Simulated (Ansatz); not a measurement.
Here is the system:

AlCo:
```cif
data_AlCo
_chemical_formula_sum 'Al1 Co1'
_space_group_name_H-M_alt 'Pm-3m'
_space_group_IT_number 221
_space_group_name_Hall '-P 4 2 3'
_cell_length_a 2.85186
_cell_length_b 2.85186
_cell_length_c 2.85186
_cell_angle_alpha 90.000
_cell_angle_beta 90.000
_cell_angle_gamma 90.000
loop_
_atom_site_label
_atom_site_type_symbol
_atom_site_symmetry_multiplicity
_atom_site_Wyckoff_symbol
_atom_site_fract_x
_atom_site_fract_y
_atom_site_fract_z
_atom_site_occupancy
Al1 Al 1 a 0.00000 0.00000 0.00000 1
Co1 Co 1 b 0.50000 0.50000 0.50000 1
```

This is the PBE-relaxed structure.

**Question.** All from DFT-PBE in the program Ansatz with PAW potentials, unless another level is named. Give the formation energy from the elements (no fitted shifts).

**Answer.** -0.59 eV/atom.

**Question.** And the density of states at the Fermi level?

**Answer.** 0.33 states/eV per atom (mean over ±0.08 eV).

The cell was relaxed with PBE under the symmetry of its start. The workflow began spin-polarised and lost its moments. The references are the lowest solids computed at this level, not always the standard phases.

Potentials: the later of the program's two PAW sets.
